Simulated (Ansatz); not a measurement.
## Rocksalt alloy of KCl and RbCl (26 of 32 K sites exchanged), 64 atoms

Ansatz, PAW, plane waves. PBEsol relaxation of volume and atoms (shape held) at the single k point (¼, ¼, ¼) without its symmetry partners; single points on the relaxed atoms at the Γ point alone, onto which points of the small cell's zone fold. Arrangement: quasirandom. No spin–orbit coupling unless named.

Relaxed structure:

```
Cl Rb K
1.0
    12.98128    0.00000    0.00000
     0.00000   12.98128    0.00000
     0.00000    0.00000   12.98128
Cl Rb K
32 26 6
Direct
  0.25455 0.00071 0.00473
  0.24631 0.00477 0.49519
  0.25063 0.50013 0.99984
  0.25008 0.49556 0.49974
  0.74637 0.00041 0.00011
  0.75489 0.00067 0.49978
  0.75001 0.50036 0.99541
  0.75097 0.50002 0.50437
  0.00061 0.24977 0.99973
  0.00523 0.24558 0.50027
  0.00038 0.75109 0.99999
  0.00098 0.75521 0.50005
  0.49991 0.24580 0.99528
  0.49564 0.24977 0.50461
  0.50045 0.75561 0.99952
  0.50031 0.75112 0.50048
  0.00509 0.00029 0.25403
  0.00054 0.00061 0.74558
  0.00031 0.50028 0.25023
  0.99558 0.49977 0.74963
  0.49592 0.00063 0.24571
  0.50062 0.00496 0.75457
  0.50036 0.50012 0.24951
  0.50509 0.49559 0.75045
  0.25081 0.24591 0.25453
  0.25499 0.25051 0.74521
  0.25060 0.75504 0.25034
  0.25092 0.75022 0.74958
  0.74990 0.25045 0.25039
  0.74571 0.25492 0.74949
  0.75057 0.75020 0.25001
  0.75040 0.74556 0.75000
  0.00136 0.00032 0.00056
  0.99970 0.50041 0.99938
  0.00048 0.49984 0.50061
  0.49915 0.00169 0.50006
  0.50097 0.49972 0.99879
  0.50057 0.49907 0.50122
  0.25161 0.24904 0.99999
  0.25112 0.75174 0.00069
  0.25005 0.75159 0.49928
  0.74909 0.25049 0.99850
  0.75075 0.25034 0.50123
  0.74980 0.75035 0.99939
  0.75123 0.75050 0.50076
  0.25131 0.00146 0.74931
  0.25051 0.49940 0.25054
  0.25106 0.49898 0.74931
  0.75079 0.00040 0.24998
  0.74993 0.00092 0.74992
  0.75046 0.50034 0.25001
  0.00170 0.24914 0.25114
  0.00041 0.25022 0.74873
  0.00113 0.75148 0.25063
  0.00001 0.75028 0.74954
  0.49928 0.24908 0.25008
  0.50000 0.75165 0.24951
  0.50118 0.75022 0.75062
  0.00277 0.00107 0.49906
  0.50001 0.00127 0.00025
  0.25030 0.24852 0.49966
  0.25043 0.00099 0.25090
  0.74960 0.49933 0.74999
  0.50025 0.25033 0.74995
```

What are the mean bond lengths by pair (pairs within 1.2 times the sum of covalent radii, less contacts 15 % beyond the pair's median; cation–cation pairs of compounds aside; long ionic contacts are cut short by that bound)?

Cl–K 3.186 ± 0.011 Å (standard deviation, 36 bonds); Cl–Rb 3.259 ± 0.027 Å (standard deviation, 156 bonds).

What gap lies between the top filled and the lowest empty level in the single points?

HSE06 6.38 eV (30 s on NVIDIA GB300); r²SCAN 5.68 eV (6.5 s on NVIDIA GB300).
